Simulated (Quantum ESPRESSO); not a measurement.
Simulation results for Hf3TaNO7 (made-up cell), HfIn3NO5 (made-up cell)

Calculation on a made-up crystal cell, not a measurement, run twice, once with a planted mistake found by running each candidate: periodic Kohn-Sham density functional theory in plane waves with PseudoDojo standard norm-conserving scalar-relativistic pseudopotentials, each functional with its own files (v0.5 for PBE, v0.4.1 for LDA and PBEsol), no spin polarisation, no spin-orbit coupling, atoms not relaxed, stress positive in tension, energies less a fixed whole-eV offset for each atom's element; levels are Kohn-Sham levels at fractions of this cell's reciprocal vectors, counted from the reference band (half the neutral cell's valence electrons, rounded up) at Gamma; error bars cover cutoff and k-mesh only, not smearing or the files; each bar is the largest change over components, and at least 0.002 eV, 0.002 eV per angstrom or 0.02 GPa; a charged cell sits in a uniform background, with energy and stress on this program's zero of potential; no dispersion term; energies are for the whole cell, and the offsets were chosen from early runs and are not element reference energies; a distance is the largest change of any value in units of its error bar (the energy's for the smearing term), a scale change is of lengths, and a coarse mesh keeps the half-step shift. Program: Quantum ESPRESSO 7.5.

Common to all runs: intended functional pbe; intended cutoff 1143 eV; intended fermi dirac smearing 0.025 eV; intended scf tolerance 1e-07 eV; intended electrons removed 0; healthy smearing term minus ts 0 eV; structure shown as intended, without the mistake.

Notes on all entries: the hafnium pseudopotential is less sure than the others, with forces about 3 percent (worst 6) and pressure in oxides about 1.5 GPa (worst 2.7) from a second method in checks, which the error bars do not cover.

(1) Hf3TaNO7 (made-up cell)

Intended structure:
```
Hf3TaNO7
1.0
      5.2507    -0.0091    -0.0323
     -0.0091     5.1439    -0.0075
     -0.0323    -0.0075     5.1736
Hf Ta Hf O N O
2 1 1 4 1 3
Direct
  -0.01761 0.01576 -0.00993
  0.03320 0.50933 0.49793
  0.49877 0.01587 0.48062
  0.49622 0.48144 -0.00281
  0.25218 0.24078 0.25718
  0.24489 0.25154 0.76666
  0.24429 0.75118 0.24629
  0.24960 0.74840 0.76024
  0.77036 0.24399 0.23328
  0.74849 0.24353 0.75839
  0.76594 0.73558 0.23607
  0.76543 0.76603 0.76099
```

* lattice type: fluorite
* healthy free energy less offsets: -4.993 eV
* healthy scf iterations: 16
* healthy pressure: -12.82 GPa
* healthy stress xx: 18.25 GPa
* healthy stress yy: 8.69 GPa
* healthy stress zz: 11.53 GPa
* healthy stress yz: -1.8 GPa
* healthy stress xz: -1.99 GPa
* healthy stress xy: 1.77 GPa
* healthy reference band: 48
* faulty free energy less offsets: -4.895 eV
* faulty scf iterations: 6
* faulty smearing term minus ts: 0 eV
* faulty pressure: -13.5 GPa
* faulty stress xx: 18.74 GPa
* faulty stress yy: 9.54 GPa
* faulty stress zz: 12.22 GPa
* faulty stress yz: -2.27 GPa
* faulty stress xz: -2.44 GPa
* faulty stress xy: 2.11 GPa
* faulty reference band: 48
* candidate k points along each vector: 2
* candidate cutoff: 614 eV
* candidate smearing: 0.76 eV
* candidate functional: pbesol
* candidate scf tolerance: 0.3 eV
* candidate electrons removed: -1
* candidate scale change: -1.83 percent
* candidate first exchanged site: 1
* candidate second exchanged site: 3
* intended k mesh: 4 x 4 x 4, shifted by half a step
* fault kind: loose scf
* other mistakes compared: 7
* distance from healthy: 48.73 error bars
* distance from nearest other mistake: 206.9 error bars
* healthy error bar energy: 0.002 eV
* healthy error bar stress: 0.03834 GPa
* healthy error bar force: 0.007375 eV/Å
* healthy error bar next band up: 0.002 eV

Atoms:
```tsv
atoms element	atom site	atom energy offset (eV)
Hf	1	-1535
Hf	2	-1535
Ta	3	-1770
Hf	4	-1535
O	5	-452
O	6	-452
O	7	-452
O	8	-452
N	9	-283
O	10	-452
O	11	-452
O	12	-452
```

Healthy forces:
```tsv
site	x (eV/Å)	y (eV/Å)	z (eV/Å)
1	-0.477	-1.585	0.6
2	-2.114	0.694	-0.271
3	2.8	0.176	-1.319
4	1.923	0.983	0.626
5	1.513	0.181	1.173
6	0.714	-0.409	-1.465
7	1.571	0.122	1.22
8	1.205	0.011	-1.266
9	-2.883	-0.696	2.898
10	-1.52	0.84	-1.96
11	-1.469	0.548	1.559
12	-1.264	-0.865	-1.795
```

Healthy levels:
```tsv
level k point	next band up (eV)
Gamma	1.101
(1/2,1/2,1/2)	1.362
(0.15,0,0)	1.193
(0,0.15,0)	1.172
(0,0,0.15)	1.193
```

Faulty forces:
```tsv
site	x (eV/Å)	y (eV/Å)	z (eV/Å)
1	-0.697	-1.575	0.67
2	-2.371	0.635	-0.341
3	3.097	0.292	-1.484
4	2.14	0.995	0.712
5	1.408	0.229	1.043
6	0.634	-0.384	-1.325
7	1.495	0.096	1.072
8	1.164	0.009	-1.176
9	-2.865	-0.846	2.863
10	-1.378	0.815	-1.873
11	-1.462	0.577	1.533
12	-1.165	-0.844	-1.694
```

Faulty levels:
```tsv
level k point	next band up (eV)
Gamma	1.048
(1/2,1/2,1/2)	1.302
(0.15,0,0)	1.142
(0,0.15,0)	1.123
(0,0,0.15)	1.14
```

Candidate mistake: coarse kmesh, low cutoff, wide smearing, wrong functional, loose scf, wrong charge, cell scaled, atoms exchanged

(2) Hf3TaNO7 (made-up cell)

Structure as in entry 1.

* lattice type: fluorite
* healthy free energy less offsets: -4.993 eV
* healthy scf iterations: 16
* healthy pressure: -12.82 GPa
* healthy stress xx: 18.25 GPa
* healthy stress yy: 8.69 GPa
* healthy stress zz: 11.53 GPa
* healthy stress yz: -1.8 GPa
* healthy stress xz: -1.99 GPa
* healthy stress xy: 1.77 GPa
* healthy reference band: 48
* faulty free energy less offsets: -5.98 eV
* faulty scf iterations: 15
* faulty smearing term minus ts: 0 eV
* faulty pressure: -13.75 GPa
* faulty stress xx: 18.69 GPa
* faulty stress yy: 10.65 GPa
* faulty stress zz: 11.91 GPa
* faulty stress yz: 1.1 GPa
* faulty stress xz: -2.85 GPa
* faulty stress xy: -0.16 GPa
* faulty reference band: 48
* candidate k points along each vector: 2
* candidate cutoff: 614 eV
* candidate smearing: 0.76 eV
* candidate functional: pbesol
* candidate scf tolerance: 0.3 eV
* candidate electrons removed: -1
* candidate scale change: -1.83 percent
* candidate first exchanged site: 1
* candidate second exchanged site: 3
* intended k mesh: 4 x 4 x 4, shifted by half a step
* fault kind: atoms exchanged
* other mistakes compared: 7
* distance from healthy: 493.8 error bars
* distance from nearest other mistake: 357.7 error bars
* healthy error bar energy: 0.002 eV
* healthy error bar stress: 0.03834 GPa
* healthy error bar force: 0.007375 eV/Å
* healthy error bar next band up: 0.002 eV

Atoms:
```tsv
atoms element	atom site	atom energy offset (eV)
Hf	1	-1535
Hf	2	-1535
Ta	3	-1770
Hf	4	-1535
O	5	-452
O	6	-452
O	7	-452
O	8	-452
N	9	-283
O	10	-452
O	11	-452
O	12	-452
```

Healthy forces:
```tsv
site	x (eV/Å)	y (eV/Å)	z (eV/Å)
1	-0.477	-1.585	0.6
2	-2.114	0.694	-0.271
3	2.8	0.176	-1.319
4	1.923	0.983	0.626
5	1.513	0.181	1.173
6	0.714	-0.409	-1.465
7	1.571	0.122	1.22
8	1.205	0.011	-1.266
9	-2.883	-0.696	2.898
10	-1.52	0.84	-1.96
11	-1.469	0.548	1.559
12	-1.264	-0.865	-1.795
```

Healthy levels:
```tsv
level k point	next band up (eV)
Gamma	1.101
(1/2,1/2,1/2)	1.362
(0.15,0,0)	1.193
(0,0.15,0)	1.172
(0,0,0.15)	1.193
```

Faulty forces:
```tsv
site	x (eV/Å)	y (eV/Å)	z (eV/Å)
1	-2.61	-0.296	1.473
2	-1.792	0.627	-0.765
3	1.789	-1.022	-0.29
4	1.682	0.951	0.948
5	0.732	0.653	0.061
6	-0.249	-0.675	-0.535
7	0.718	-0.072	0.42
8	0.697	0.07	-0.728
9	-0.209	-1.266	0.333
10	-0.186	0.531	-1.158
11	-0.61	0.683	0.771
12	0.038	-0.185	-0.531
```

Faulty levels:
```tsv
level k point	next band up (eV)
Gamma	1.843
(1/2,1/2,1/2)	2.052
(0.15,0,0)	1.913
(0,0.15,0)	1.915
(0,0,0.15)	1.94
```

Candidate mistake: coarse kmesh, low cutoff, wide smearing, wrong functional, loose scf, wrong charge, cell scaled, atoms exchanged

(3) HfIn3NO5 (made-up cell)

Intended structure:
```
HfIn3NO5
1.0
      2.7983     1.6156     4.9346
     -2.7983     1.6156     4.9346
      0.0000    -3.2311     4.9346
In Hf O N O
3 1 2 1 3
Direct
  0.33467 0.38187 0.33931
  0.15345 0.15746 0.15085
  0.64707 0.63264 0.64464
  0.87905 0.82663 0.85587
  0.55929 0.94074 0.25671
  0.24769 0.54162 0.96051
  0.93172 0.25070 0.59540
  0.43713 0.05518 0.76558
  0.73347 0.44769 0.04627
  0.03711 0.74079 0.45482
```

* lattice type: corundum
* healthy free energy less offsets: 5.498 eV
* healthy scf iterations: 14
* healthy pressure: 0 GPa
* healthy stress xx: -1.67 GPa
* healthy stress yy: 4.19 GPa
* healthy stress zz: -2.53 GPa
* healthy stress yz: -0.88 GPa
* healthy stress xz: -0.17 GPa
* healthy stress xy: 1.2 GPa
* faulty free energy less offsets: 4.499 eV
* faulty scf iterations: 14
* faulty smearing term minus ts: -3.496 eV
* faulty pressure: 4.03 GPa
* faulty stress xx: -5.86 GPa
* faulty stress yy: -0.69 GPa
* faulty stress zz: -5.54 GPa
* faulty stress yz: -0.78 GPa
* faulty stress xz: 0.35 GPa
* faulty stress xy: 0.81 GPa
* candidate k points along each vector: 1
* candidate cutoff: 713 eV
* candidate smearing: 0.79 eV
* candidate functional: lda
* candidate scf tolerance: 0.1 eV
* candidate electrons removed: 1
* candidate scale change: 1.36 percent
* candidate first exchanged site: 3
* candidate second exchanged site: 4
* intended k mesh: 5 x 5 x 5, shifted by half a step
* fault kind: wide smearing
* other mistakes compared: 7
* distance from healthy: 1313 error bars
* distance from nearest other mistake: 1313 error bars
* healthy error bar energy: 0.002662 eV
* healthy error bar stress: 0.02384 GPa
* healthy error bar force: 0.002 eV/Å

Atoms:
```tsv
atoms element	atom site	atom energy offset (eV)
In	1	-1808
In	2	-1808
In	3	-1808
Hf	4	-1535
O	5	-452
O	6	-452
N	7	-283
O	8	-452
O	9	-452
O	10	-452
```

Healthy forces:
```tsv
site	x (eV/Å)	y (eV/Å)	z (eV/Å)
1	1.959	-2.124	1.053
2	0.378	-1.738	-1.796
3	-1.506	0.21	0.253
4	-2.909	0.85	0.135
5	0.507	1.332	-0.992
6	-1.777	0.958	-0.739
7	3.5	-0.103	-2.578
8	1.153	0.26	0.373
9	-0.056	0.523	1.902
10	-1.249	-0.167	2.389
```

Faulty forces:
```tsv
site	x (eV/Å)	y (eV/Å)	z (eV/Å)
1	1.93	-1.863	1.148
2	0.393	-1.567	-1.872
3	-1.733	0.166	0.316
4	-2.525	0.464	-0.108
5	0.457	1.225	-0.876
6	-1.545	0.918	-0.571
7	3.172	-0.114	-2.27
8	1.089	0.418	0.257
9	0.016	0.544	1.766
10	-1.255	-0.191	2.209
```

Candidate mistake: coarse kmesh, low cutoff, wide smearing, wrong functional, loose scf, wrong charge, cell scaled, atoms exchanged

(4) HfIn3NO5 (made-up cell)

Structure as in entry 3.

* lattice type: corundum
* healthy free energy less offsets: 5.498 eV
* healthy scf iterations: 14
* healthy pressure: 0 GPa
* healthy stress xx: -1.67 GPa
* healthy stress yy: 4.19 GPa
* healthy stress zz: -2.53 GPa
* healthy stress yz: -0.88 GPa
* healthy stress xz: -0.17 GPa
* healthy stress xy: 1.2 GPa
* faulty free energy less offsets: 5.519 eV
* faulty scf iterations: 6
* faulty smearing term minus ts: 0 eV
* faulty pressure: 0.38 GPa
* faulty stress xx: -2.31 GPa
* faulty stress yy: 3.86 GPa
* faulty stress zz: -2.7 GPa
* faulty stress yz: -1 GPa
* faulty stress xz: 0.25 GPa
* faulty stress xy: 1.02 GPa
* candidate k points along each vector: 1
* candidate cutoff: 713 eV
* candidate smearing: 0.79 eV
* candidate functional: lda
* candidate scf tolerance: 0.1 eV
* candidate electrons removed: 1
* candidate scale change: 1.36 percent
* candidate first exchanged site: 3
* candidate second exchanged site: 4
* intended k mesh: 5 x 5 x 5, shifted by half a step
* fault kind: loose scf
* other mistakes compared: 7
* distance from healthy: 366.5 error bars
* distance from nearest other mistake: 304.8 error bars
* healthy error bar energy: 0.002662 eV
* healthy error bar stress: 0.02384 GPa
* healthy error bar force: 0.002 eV/Å

Atoms:
```tsv
atoms element	atom site	atom energy offset (eV)
In	1	-1808
In	2	-1808
In	3	-1808
Hf	4	-1535
O	5	-452
O	6	-452
N	7	-283
O	8	-452
O	9	-452
O	10	-452
```

Healthy forces:
```tsv
site	x (eV/Å)	y (eV/Å)	z (eV/Å)
1	1.959	-2.124	1.053
2	0.378	-1.738	-1.796
3	-1.506	0.21	0.253
4	-2.909	0.85	0.135
5	0.507	1.332	-0.992
6	-1.777	0.958	-0.739
7	3.5	-0.103	-2.578
8	1.153	0.26	0.373
9	-0.056	0.523	1.902
10	-1.249	-0.167	2.389
```

Faulty forces:
```tsv
site	x (eV/Å)	y (eV/Å)	z (eV/Å)
1	1.816	-2.436	1.007
2	0.157	-1.816	-1.743
3	-0.772	0.118	0.138
4	-3.036	0.997	0.195
5	0.393	1.347	-0.92
6	-1.73	0.985	-0.646
7	3.489	-0.022	-2.527
8	1.051	0.348	0.357
9	-0.088	0.571	1.829
10	-1.28	-0.092	2.31
```

Candidate mistake: coarse kmesh, low cutoff, wide smearing, wrong functional, loose scf, wrong charge, cell scaled, atoms exchanged

(5) HfIn3NO5 (made-up cell)

Structure as in entry 3.

* lattice type: corundum
* healthy free energy less offsets: 5.498 eV
* healthy scf iterations: 14
* healthy pressure: 0 GPa
* healthy stress xx: -1.67 GPa
* healthy stress yy: 4.19 GPa
* healthy stress zz: -2.53 GPa
* healthy stress yz: -0.88 GPa
* healthy stress xz: -0.17 GPa
* healthy stress xy: 1.2 GPa
* faulty free energy less offsets: 5.606 eV
* faulty scf iterations: 15
* faulty smearing term minus ts: 0 eV
* faulty pressure: -6.06 GPa
* faulty stress xx: 4.95 GPa
* faulty stress yy: 9.92 GPa
* faulty stress zz: 3.3 GPa
* faulty stress yz: -0.84 GPa
* faulty stress xz: -0.25 GPa
* faulty stress xy: 1.25 GPa
* candidate k points along each vector: 1
* candidate cutoff: 713 eV
* candidate smearing: 0.79 eV
* candidate functional: lda
* candidate scf tolerance: 0.1 eV
* candidate electrons removed: 1
* candidate scale change: 1.36 percent
* candidate first exchanged site: 3
* candidate second exchanged site: 4
* intended k mesh: 5 x 5 x 5, shifted by half a step

Atoms:
```tsv
atoms element	atom site	atom energy offset (eV)
In	1	-1808
In	2	-1808
In	3	-1808
Hf	4	-1535
O	5	-452
O	6	-452
N	7	-283
O	8	-452
O	9	-452
O	10	-452
```

Healthy forces:
```tsv
site	x (eV/Å)	y (eV/Å)	z (eV/Å)
1	1.959	-2.124	1.053
2	0.378	-1.738	-1.796
3	-1.506	0.21	0.253
4	-2.909	0.85	0.135
5	0.507	1.332	-0.992
6	-1.777	0.958	-0.739
7	3.5	-0.103	-2.578
8	1.153	0.26	0.373
9	-0.056	0.523	1.902
10	-1.249	-0.167	2.389
```

Faulty forces:
```tsv
site	x (eV/Å)	y (eV/Å)	z (eV/Å)
1	1.683	-1.917	0.905
2	0.415	-1.483	-1.578
3	-1.199	0.232	0.282
4	-2.653	0.797	0.09
5	0.527	1.249	-0.976
6	-1.814	0.807	-0.793
7	3.202	-0.108	-2.398
8	1.111	0.159	0.462
9	-0.187	0.56	1.778
10	-1.084	-0.296	2.227
```

Candidate mistake: coarse kmesh, low cutoff, wide smearing, wrong functional, loose scf, wrong charge, cell scaled, atoms exchanged

## Withheld values
1. What fault kind does the calculation give for HfIn3NO5 (made-up cell) (entry 5)?

Calculated values
1. cell scaled

Further results for HfIn3NO5 (made-up cell) (entry 5):

* other mistakes compared: 7
* distance from healthy: 277.7 error bars
* distance from nearest other mistake: 304.8 error bars
* healthy error bar energy: 0.002662 eV
* healthy error bar stress: 0.02384 GPa
* healthy error bar force: 0.002 eV/Å
